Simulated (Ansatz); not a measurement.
## Structures of Ta3C2: which is lowest?

Plane-wave DFT in Ansatz with scalar-relativistic PAW potentials, cutoff 500 eV, Γ-centred meshes chosen by cell and gap, Gaussian smearing with energies taken to zero width. Every cell was relaxed (cell and atoms) in a run of its own, within the symmetry of its start. Functional: r2SCAN.

Relaxed structures (starts from databases or built by putting these elements on another compound's sites):
A. R-3m, 5 atoms in the computed cell, a = 3.134 Å, c = 22.413 Å; sites (symmetry × multiplicity) Ta -3m × 3 + 3m × 6, C 3m × 6; start: built
B. P-3m1, 5 atoms in the computed cell, a = 3.127 Å, c = 7.556 Å; sites (symmetry × multiplicity) Ta -3m. × 1 + 3m. × 2, C 3m. × 2; start: built

Problem. Rank them by energy. Could pressure change the order?

Solution.
```tsv
structure	group	E − E(lowest) (meV/atom)	V (Å³/atom)	gap on mesh (eV)
A	R-3m	0.0	12.71	0.00
B	P-3m1	97	12.80	0.00
```

A is lowest, 97 meV/atom under B. The lowest is also the densest of these, so pressure wouldn't bring one of the others in at first order. Other structures may lie lower than all of these, and vibrations aren't counted.

Spin-orbit coupling is left out, which matters for the bands of heavy elements.